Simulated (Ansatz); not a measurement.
SiC (zinc blende, F-43m) under volume change, the program Ansatz at the r²SCAN level (PAW), scaled uniformly.

```
V (Å³/atom)  E − E(relaxed) (meV/atom)  P (GPa)
-----------  -------------------------  -------
9.406                             69.2    25.72
9.716                             29.2    15.86
10.026                             6.9     7.35
10.336                             0.0     0.00
10.646                             6.3    -6.35
10.956                            24.0   -11.83
11.266                            51.6   -16.55
```

Task: What does a third-order Birch–Murnaghan fit give for V₀, B₀ and B′?

Result: V₀ = 10.34 Å³/atom, B₀ = 227 GPa, B′ = 3.9.

The r²SCAN relaxation kept the symmetry of its start; phonons on a q-mesh show no instability.

Potentials: the earlier of the program's two PAW sets.
